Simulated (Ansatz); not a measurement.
An Ansatz (a program for electronic structure) relaxation of a generated cell, ZrCuSi built in the AFLOW prototype ABC_cP12_198_a_a_a (F0_1, as in NiSbS) at the level r2SCAN (plane waves to 500 eV, PAW, scalar-relativistic; Ansatz).

Input of the first round:
Ansatz 0.2 input:
```yaml
crystal:
  lattice:
    - [5.6995046, 0, 0]
    - [0, 5.6995046, 0]
    - [0, 0, 5.6995046]
  atoms:
    - { symbol: Zr, position: [0.976, 0.976, 0.976] }
    - { symbol: Zr, position: [0.476, 0.524, 0.024] }
    - { symbol: Zr, position: [0.024, 0.476, 0.524] }
    - { symbol: Zr, position: [0.524, 0.024, 0.476] }
    - { symbol: Cu, position: [0.875, 0.875, 0.875] }
    - { symbol: Cu, position: [0.375, 0.625, 0.125] }
    - { symbol: Cu, position: [0.125, 0.375, 0.625] }
    - { symbol: Cu, position: [0.625, 0.125, 0.375] }
    - { symbol: Si, position: [0.39, 0.39, 0.39] }
    - { symbol: Si, position: [0.89, 0.11, 0.61] }
    - { symbol: Si, position: [0.61, 0.89, 0.11] }
    - { symbol: Si, position: [0.11, 0.61, 0.89] }
basis: { ecutwfc: 500, ecutrho_ratio: 4, xc_grid: 4, fft_grid_basis: typed }
kpoints: { mp_grid: { grid: [4, 4, 4] } }
hamiltonian:
  xc: r2scan
  dispersion: none
  pseudopotentials: { kind: paw }
scf: { occupations: { method: fermi_dirac, width: 0.05 } }
relax: { f_tol: 0.01, max_steps: 100, cell: { stress_tol: 0.02 } }
output: { forces: true, stress: true }
```

The end of the output (long lines and the closing message left out):

```
SCF iter   5: F=—  HF=-45265.948178 eV  |F-HF|=—  |Δ(HF+E_count)|=    5.77e1  Δρ=2.47e-1  dr2=5.73e1  dr2_τ=5.92e0  ethr=1.77e-3  ⟨swp⟩=11.7  Hψ=4912  notcnv=0  defer=47
SCF iter   6: F=—  HF=-45238.973431 eV  |F-HF|=—  |Δ(HF+E_count)|=    2.70e1  Δρ=1.34e-1  dr2=3.26e1  dr2_τ=4.15e0  ethr=1.77e-3  ⟨swp⟩=10.9  Hψ=3828  notcnv=0  defer=41
SCF iter   7: F=—  HF=-45230.506134 eV  |F-HF|=—  |Δ(HF+E_count)|=    8.47e0  Δρ=6.07e-2  dr2=6.59e0  dr2_τ=2.92e-1  ethr=1.77e-3  ⟨swp⟩=11.0  Hψ=3646  notcnv=0  defer=31
SCF iter   8: F=—  HF=-45229.202084 eV  |F-HF|=—  |Δ(HF+E_count)|=    1.30e0  Δρ=2.56e-2  dr2=8.98e-1  dr2_τ=1.98e-2  ethr=1.77e-3  ⟨swp⟩=6.1  Hψ=1937  notcnv=0  defer=37
SCF iter   9: F=—  HF=-45228.992479 eV  |F-HF|=—  |Δ(HF+E_count)|=   2.10e-1  Δρ=4.81e-3  dr2=3.80e-2  dr2_τ=6.51e-3  ethr=6.42e-4  ⟨swp⟩=5.3  Hψ=1688  notcnv=0  defer=38
SCF iter  10: F=—  HF=-45228.944665 eV  |F-HF|=—  |Δ(HF+E_count)|=   4.78e-2  Δρ=2.37e-3  dr2=1.01e-2  dr2_τ=1.45e-4  ethr=2.72e-5  ⟨swp⟩=4.3  Hψ=2141  notcnv=0  defer=37
SCF iter  11: F=—  HF=-45228.943399 eV  |F-HF|=—  |Δ(HF+E_count)|=   1.27e-3  Δρ=4.06e-4  dr2=3.51e-4  dr2_τ=4.52e-6  ethr=7.23e-6  ⟨swp⟩=2.2  Hψ=1410  notcnv=0  defer=37
SCF iter  12: F=—  HF=-45228.943412 eV  |F-HF|=—  |Δ(HF+E_count)|=   1.26e-5  Δρ=1.03e-4  dr2=4.28e-5  dr2_τ=5.56e-7  ethr=2.51e-7  ⟨swp⟩=2.9  Hψ=1487  notcnv=0  defer=37
SCF iter  13: F=—  HF=-45228.943285 eV  |F-HF|=—  |Δ(HF+E_count)|=   1.27e-4  Δρ=2.30e-5  dr2=1.11e-6  dr2_τ=3.47e-8  ethr=3.05e-8  ⟨swp⟩=2.2  Hψ=1410  notcnv=0  defer=37
SCF iter  14: F=-45228.943285 eV  HF=-45228.943285 eV  |F-HF|=3.78e-8  |Δ(HF+E_count)|=   3.17e-7  Δρ=5.50e-6  dr2=5.27e-8  dr2_τ=1.02e-8  ethr=7.14e-11  ⟨swp⟩=5.3  Hψ=5044  notcnv=0
```

Question: How did the run end, and can its numbers be used?

Answer: The SCF loop settled, but the program refused the state: its check on the PAW one-centre occupations went over the threshold; here atoms lie far too close. The program's message (shortened): “refused after 14 iterations: one_centre_occupation = 2.10e0 (threshold 2.00e0); read on the Cu atom at site 5 (counted from 0). The loop had accepted its state.” The shortest distance in this cell is Cu–Zr 1.00 Å. No relaxed structure or energy should be taken from it.
